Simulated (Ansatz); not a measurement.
Computed with DFT PBE, scalar-relativistic, plane waves, PAW (Ansatz). Settings of the last relaxation (10-atom cell): 420 eV, 18×18×2 k points, Gaussian smearing of 0.10 eV, no spin polarisation.

Energies over the elements count from the elements' standard structures at the same level, with no fitted energy shifts.

Question: Suggest a trial structure for a hexagonal metal made of Al and Cu, with a formation energy near −0.10 eV/atom and about 13 Å³ per atom, in a cell of 10 atoms.

Answer: Al2Cu3, space group P-6m2 (No. 187). Al on its first site has 6 Cu at 2.56–2.61 Å and 6 Al at 2.74 Å; Al on its second site has 6 Cu at 2.59–2.60 Å and 6 Al at 2.74 Å; Cu on a site of symmetry 3m has 3 Al at 2.56 Å, 3 Cu at 2.57 Å and 6 Cu at 2.74 Å; Cu on a second site of symmetry 3m has 6 Al at 2.59–2.61 Å and 6 Cu at 2.74 Å; 2 more sites not described.

Space group P-6m2 (No. 187). a = 2.744 Å, b = 2.744 Å, c = 20.462 Å, α = 90.00°, β = 90.00°, γ = 120.00°
```csv
atom,site,symmetry,x,y,z
Al,2i,3m.,0.6667,0.3333,0.6973
Al,2i,3m.,0.6667,0.3333,0.8993
Cu,2h,3m.,0.3333,0.6667,0.5990
Cu,2h,3m.,0.3333,0.6667,0.7990
Cu,1c,-6m2,0.3333,0.6667,0.0000
Cu,1f,-6m2,0.6667,0.3333,0.5000
```

The volume per atom is 13.34 Å³, the density is 6.09 g/cm³ and the formation energy is −0.10 eV/atom. The gap on the 18×18×2 mesh of the 10-atom cell is 0 eV (a metal).

The cell was found from a structure generator's guess, not taken from experiment. Other answers may fit too; this one was computed.

Symmetry constrained the relaxation, so the result can be a saddle point.
